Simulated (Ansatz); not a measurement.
YAlSi in space group Cmcm (No. 63; Y on 4c, Si on 4c, Al on 4a), DFT-r²SCAN in the program Ansatz with PAW potentials, all energies at zero smearing, with the estimated change up to a 700 eV cutoff added, with one set of potentials and settings (totals compare only within such a set). Cell of 6 atoms (2 Y, 2 Si, 2 Al): -10082.469 eV.

```
element                reference phase  E (eV/atom)
-------  -----------------------------  -----------
Y        P6_3/mmc, 2 atoms in the cell   -3859.7073
Si          Fd-3m, 2 atoms in the cell    -639.0667
Al          Fm-3m, 1 atoms in the cell    -540.4083
```

Formation energy per atom, worked out: (-10082.469 − 2×(-3859.7073) − 2×(-639.0667) − 2×(-540.4083))/6 = -0.684 eV/atom (-66 kJ per mol of atoms), at 0 K, without zero-point energy or fitted corrections.

The workflow started from an entry of the Crystallography Open Database (COD). Its standing as an ambient phase is unchecked. Symmetry was held in the r²SCAN relaxation; its stability against distortions is not shown here. The run is not spin-polarised. The references are the lowest solids computed at this level, not always the standard phases.

Potentials: the later of the program's two PAW sets.
